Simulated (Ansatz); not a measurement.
BeNiTe6: settings compared (Ansatz)

The input file (Ansatz 0.2.0, plane waves):

```yaml
crystal:
  lattice:
    - [3.263882, 5.653207, 0.0]
    - [-3.263882, 5.653207, 0.0]
    - [0.0, -3.7688, 5.84701]
  atoms:
    - { symbol: Be, position: [0.5, 0.5, 0.5] }
    - { symbol: Ni, position: [0.0, 0.0, 0.0] }
    - { symbol: Te, position: [0.239, 0.619, 0.76] }
    - { symbol: Te, position: [0.902, 0.239, 0.76] }
    - { symbol: Te, position: [0.619, 0.902, 0.76] }
    - { symbol: Te, position: [0.761, 0.381, 0.24] }
    - { symbol: Te, position: [0.098, 0.761, 0.24] }
    - { symbol: Te, position: [0.381, 0.098, 0.24] }
  symmetry: { tolerance: 0.0003 }
kpoints:
  mp_grid: { grid: [4, 4, 4], shift: [0, 0, 0] }
magnetization:
  spin_polarized: false
scf:
  occupations: { method: fermi_dirac }
hamiltonian:
  pseudopotentials: { kind: paw }
  xc: pbe
basis:
  ecutwfc: 420
output:
  forces: true
  stress: true
  eigenvalues: true
relax:
  max_steps: 40
  cell: {}
```

Launch command:

```bash
ansatz run input.yaml --threads 1 --pin off --max-ram 2560MiB --backend cpu --events-out ev --progress --plain --runs-dir out
```

Origin of the cell: a known structure type with other elements, at an estimated volume, so it need not be a known compound.

The smearing width isn't typed, so it takes its default of 0.1 eV.

Output of this run (shortened):

```
Warning: crystal.lattice misses the space group found at crystal.symmetry.tolerance 3.0e-4 in a digit that the deck types, which is why this is a warning: making the lattice exact moves one o […]
Pseudopotentials: kind: paw
Pseudopotential: Be, paw, valence charge 2, recommended cutoff 420 eV (normal), Be.paw.azcp
Pseudopotential: Ni, paw, valence charge 18, recommended cutoff 420 eV (normal), Ni.paw.azcp
Pseudopotential: Te, paw, valence charge 16, recommended cutoff 420 eV (normal), Te.paw.azcp
Functional definition: PBE
  exchange = pbe_x(kappa = kappa, mu = beta*pi^2/3)
  correlation = pbe_c(beta = beta)
Crystal: 8 atoms, lattice volume = 215.771 Å³
Basis set: ecut = 420 eV, 4195 PW (Γ), exchange–correlation on 90×90×96 points (8 copies of the dense FFT grid, shifted against one another)
Bands: 70, of which v1, the nominal top of the filled ones, is band 58 counted from 1 (57 counted from 0)
Symmetry: 6 space group operations
[… 8 lines left out …]
Initial density: superposition of atomic densities (neutral atoms: chi_scale 0, normalization atom), corrected by the library's trained network
Functional: x = pbe(κ = 0.804, μ = 0.219515), c = pbe(β = 0.066725)
SCF iter   1: F=—  HF=-47810.388043 eV  Δρ=3.86e-3  dr2=4.23e-2  defer=12
SCF iter   2: F=—  HF=-47810.390421 eV  Δρ=1.27e-3  dr2=6.71e-3  defer=21
SCF iter   3: F=—  HF=-47810.389321 eV  Δρ=5.69e-4  dr2=8.66e-4  defer=21
SCF iter   4: F=—  HF=-47810.389331 eV  Δρ=3.55e-4  dr2=2.82e-4  defer=21
SCF iter   5: F=—  HF=-47810.389231 eV  Δρ=4.52e-5  dr2=4.32e-6  defer=21
SCF iter   6: F=—  HF=-47810.389239 eV  Δρ=4.41e-5  dr2=2.73e-6  defer=21
SCF iter   7: F=—  HF=-47810.389238 eV  Δρ=7.66e-6  dr2=1.19e-7  defer=21
SCF iter   8: F=-47810.389238 eV  HF=-47810.389238 eV  Δρ=4.52e-6  dr2=3.20e-8
relax step   1: F+E_penalty+E_count = -47810.389238 eV  Δ(F+E_penalty+E_count) = +0.000e0 eV  max|allowed force component| = 1.159e0 eV/Å  Δτ_max = 0.0000 Å  P = +0.828 GPa  Ω = 215.771 Å³  ( […]
relax step   2: F+E_penalty+E_count = -47811.502559 eV  Δ(F+E_penalty+E_count) = -1.113e0 eV  max|allowed force component| = 4.758e-1 eV/Å  Δτ_max = 0.1944 Å  P = -1.143 GPa  Ω = 205.149 Å³ […]
relax step   3: F+E_penalty+E_count = -47811.890438 eV  Δ(F+E_penalty+E_count) = -3.879e-1 eV  max|allowed force component| = 1.440e-1 eV/Å  Δτ_max = 0.1539 Å  P = +0.429 GPa  Ω = 193.920 Å³ […]
relax step   4: F+E_penalty+E_count = -47811.913854 eV  Δ(F+E_penalty+E_count) = -2.342e-2 eV  max|allowed force component| = 4.439e-2 eV/Å  Δτ_max = 0.0186 Å  P = -0.176 GPa  Ω = 196.074 Å³ […]
relax step   5: F+E_penalty+E_count = -47811.916738 eV  Δ(F+E_penalty+E_count) = -2.884e-3 eV  max|allowed force component| = 1.663e-2 eV/Å  Δτ_max = 0.0122 Å  P = +0.108 GPa  Ω = 195.762 Å³ […]
relax step   6: F+E_penalty+E_count = -47811.916942 eV  Δ(F+E_penalty+E_count) = -2.032e-4 eV  max|allowed force component| = 1.788e-3 eV/Å  Δτ_max = 0.0037 Å  P = +0.004 GPa  Ω = 195.967 Å³ […]
relax step   7: F+E_penalty+E_count = -47811.913853 eV  Δ(F+E_penalty+E_count) = +3.088e-3 eV  max|allowed force component| = 1.798e-3 eV/Å  Δτ_max = 0.0000 Å  P = +0.001 GPa  Ω = 195.967 Å³  stress off target by 2.84e-3 GPa […]
SCF 7 converged in 7 iterations: F = -47811.913853 eV  dr2 = 2.53e-11
basis re-selected at this cell: Δ(F+E_penalty+E_count) = +3.088e-3 eV, ΔP = -0.003 GPa vs the last step (what re-selecting the basis moved, of the pressure what is left beyond the Pulay corre […]
SCF converged after 7 iterations
Free energy (F): -47811.913853 eV
Harris-Foulkes:  -47811.913853 eV  (|F-HF|=1.46e-11)
Internal energy: -47811.773084 eV  (E = F + TS)
E sigma→0 (E₀):  -47811.843469 eV
Entropy (-TS):   -0.140770 eV (-17.596 meV/atom)
Fermi energy:    11.043756 eV
--- Per-component energies (eV) ---
  E_band       = -1782.028975
  E_kinetic    = 1383.682886
  E_local      = -11947.549844  (includes V_loc(G=0)·N_el)
  E_nonlocal   = -1220.033406
  E_hartree    = 6782.661867
  E_xc         = -849.008842
  E_vxc        = -753.414632  (∫ρ·V_xc dr)
  E_paw        = -29664.993802  (= ΣΔE_a)
  E_vpaw       = -2810.037630  (= ΣTr[D̂ρ^β])
  E_aug_tail   = -0.000534  (compensation charges beyond the density's cutoff)
  E_ewald      = -12296.531410
  E_smearing   = -0.140770  (= −TS)
  Σ components = -47811.913853   (vs F -47811.913853, Δ=0.00e0)
--- Forces (eV/Å), atoms counted from 1 ---
  atom   1  Be     0.000000     0.000000     0.000000
  atom   2  Ni     0.000000     0.000000     0.000000
  atom   3  Te    -0.000878     0.001569     0.000754
  atom   4  Te    -0.000919    -0.001545     0.000754
  atom   5  Te     0.001798    -0.000024     0.000754
  atom   6  Te     0.000878    -0.001569    -0.000754
  atom   7  Te     0.000919     0.001545    -0.000754
  atom   8  Te    -0.001798     0.000024    -0.000754
  max |Σ_I F_I| component: 5.79e-19 eV/Å
--- Stress (GPa, compression-positive) ---
       -0.000103       0.000000      -0.000000
       -0.000000      -0.000103       0.000000
        0.000000       0.000000       0.002844
  P = ⅓ Tr σ = 0.0009 GPa (0.009 kbar)
--- Relaxed structure (6 steps of the walk, 6 accepted, 1 SCFs on fresh bases) ---
  F+E_penalty+E_count = -47811.913853 eV   max|allowed force component| = 1.798e-3 eV/Å   (the final SCF, on the basis selected at the relaxed cell)
  cell:  # Å, volume = 195.9669 Å³
    - [3.271790, 5.666907, -2.261e-6]
    - [-3.271790, 5.666907, -2.261e-6]
    - [7.730e-19, -3.777936, 5.284713]
  atoms:
    - { symbol: Be, position: [0.5, 0.5, 0.500000] }
    - { symbol: Ni, position: [-3.230e-19, -2.400e-19, -4.994e-19] }
    - { symbol: Te, position: [0.241432, 0.563561, 0.748059] }
    - { symbol: Te, position: [0.943066, 0.241432, 0.748059] }
    - { symbol: Te, position: [0.563561, 0.943066, 0.748059] }
    - { symbol: Te, position: [0.758568, 0.436439, 0.251941] }
    - { symbol: Te, position: [0.056934, 0.758568, 0.251941] }
    - { symbol: Te, position: [0.436439, 0.056934, 0.251941] }
```

The same input was run again with these changes:

1. `scf.mixing.preconditioner` default → local_kerker; `scf.occupations.method` fermi_dirac → tetrahedron_uncorrected
2. `scf.mixing.preconditioner` default → none
3. `kpoints.mp_grid.grid` [4, 4, 4] → [5, 5, 5]
4. `basis.xc_grid` default → 3

```tsv
run	end	SCF iterations	volume (Å³/atom)	max force component (eV/Å)	gap on mesh (eV)	moment (μB)	ΔE(σ→0) (meV/atom)
base	converged	49	24.50	0.002	none	–	0
1	converged	63	24.67	0.005	none	–	17.06
2	converged	66	24.50	0.002	none	–	0.00
3	converged	49	24.58	0.005	none	–	4.83
4	converged	49	24.50	0.002	none	–	0.00
```

Energies are compared only where functional, datasets, charge and starting cell are the same.

Caveats of the base run: no spin polarisation, so a magnetic state may lie lower; no spin-orbit coupling, though heavy elements are present; the relaxation held the start's symmetry, so the end may be a saddle point.

Run 1: forces and stress under tetrahedra may miss the slope of the energy; the k mesh is coarse if the cell is a metal.

The base run ran for 2.1 min on 1 thread of Arm Neoverse V1, on a shared host, peak memory 0.55 GiB, from the program's own first density.
